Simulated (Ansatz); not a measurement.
BN:
```yaml
crystal:
  lattice:
    - [2.56008, 0.00000, 0.00000]
    - [-1.28004, 2.21710, 0.00000]
    - [0.00000, 0.00000, 12.59485]
  atoms:
    - { symbol: B, position: [0.00000, 0.00000, 0.00006] }
    - { symbol: B, position: [0.00000, 0.00000, 0.50006] }
    - { symbol: B, position: [0.66667, 0.33333, 0.83268] }
    - { symbol: B, position: [0.33333, 0.66667, 0.33268] }
    - { symbol: B, position: [0.66667, 0.33333, 0.16656] }
    - { symbol: B, position: [0.33333, 0.66667, 0.66656] }
    - { symbol: N, position: [0.00000, 0.00000, 0.87440] }
    - { symbol: N, position: [0.00000, 0.00000, 0.37440] }
    - { symbol: N, position: [0.66667, 0.33333, 0.70808] }
    - { symbol: N, position: [0.33333, 0.66667, 0.20808] }
    - { symbol: N, position: [0.66667, 0.33333, 0.04191] }
    - { symbol: N, position: [0.33333, 0.66667, 0.54191] }
```

Tensor components refer to the Cartesian frame of this cell.

Give the proper piezoelectric stress tensor with relaxed ions from plane-wave PAW PBE (Ansatz code).

In C/m², rows x, y, z, Voigt columns; mesh uncertainty up to 0.00.
```
 0.00   0.00   0.00   0.00  -0.46   0.00
 0.00   0.00   0.00  -0.46   0.00   0.00
-0.47  -0.47   1.04   0.00   0.00   0.00
```

The elastic tensor of the same run (GPa):

|  | 1 | 2 | 3 | 4 | 5 | 6 |
|---|---|---|---|---|---|---|
| 1 | 910 | 132 | 70.4 | 0.0 | 0.0 | 0.0 |
| 2 | 132 | 910 | 70.4 | 0.0 | 0.0 | 0.0 |
| 3 | 70.4 | 70.4 | 976 | 0.0 | 0.0 | 0.0 |
| 4 | 0.0 | 0.0 | 0.0 | 343 | 0.0 | 0.0 |
| 5 | 0.0 | 0.0 | 0.0 | 0.0 | 343 | 0.0 |
| 6 | 0.0 | 0.0 | 0.0 | 0.0 | 0.0 | 389 |

Convert to strain constants d = e·S.

In pC/N:
```
 0.0   0.0   0.0   0.0  -1.3   0.0
 0.0   0.0   0.0  -1.3   0.0   0.0
-0.5  -0.5   1.1   0.0   0.0   0.0
```

Space group P6_3mc. A made-up cell: these elements were put on the sites of a structure type. Its sites differ from those of the usual phase in this space group: another stacking or structure type. The cell was relaxed with PBE under the symmetry of its start; whether a distortion lowers the energy is not shown. Signs of piezoelectric constants follow the polarity of the cell as given.

Potentials: the later of the program's two PAW sets.
